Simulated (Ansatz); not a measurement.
Ge:
```xyz
12
Lattice="5.9292 0.0000 0.0000 0.0000 5.9292 0.0000 0.0000 0.0000 6.9548" Properties=species:S:1:pos:R:3 pbc="T T T"
Ge     0.5251     0.5251     0.0000
Ge     2.4395     3.4897     5.2161
Ge     5.4041     5.4041     3.4774
Ge     3.4897     2.4395     1.7387
Ge     1.0203     2.1903     1.7906
Ge     0.7743     3.9849     0.0519
Ge     4.9089     3.7389     5.2680
Ge     5.1549     1.9443     3.5293
Ge     3.9849     0.7743     6.9029
Ge     3.7389     4.9089     1.6868
Ge     1.9443     5.1549     3.4255
Ge     2.1903     1.0203     5.1642
```

Tensor components refer to the Cartesian frame of this cell.

Q: Give the proper piezoelectric stress tensor with relaxed ions from the program Ansatz at the PBEsol level (PAW).

A: In C/m², rows x, y, z, Voigt columns; mesh uncertainty up to 0.01.
```
 0.00   0.00   0.00  -0.21   0.00   0.00
 0.00   0.00   0.00   0.00   0.21   0.00
 0.00   0.00   0.00   0.00   0.00   0.00
```

The elastic tensor of the same run (GPa):

```
 153  22.1  29.7   0.0   0.0   0.0
22.1   153  29.7   0.0   0.0   0.0
29.7  29.7  86.0   0.0   0.0   0.0
 0.0   0.0   0.0  50.0   0.0   0.0
 0.0   0.0   0.0   0.0  50.0   0.0
 0.0   0.0   0.0   0.0   0.0  39.0
```

Q: Convert to strain constants d = e·S.

A: In pC/N:
```
 0.0   0.0   0.0  -4.1   0.0   0.0
 0.0   0.0   0.0   0.0   4.1   0.0
 0.0   0.0   0.0   0.0   0.0   0.0
```

Space group P4_32_12. The first step of the workflow began from a Materials Project structure, measured or hypothetical; the Crystallography Open Database files this formula in space group No. 96, but the cells were not matched. It is not the phase usual at ambient conditions (space group No. 227). The cell was relaxed with PBEsol under the symmetry of its start; phonons on a q-mesh show no instability.

Potentials: the later of the program's two PAW sets.
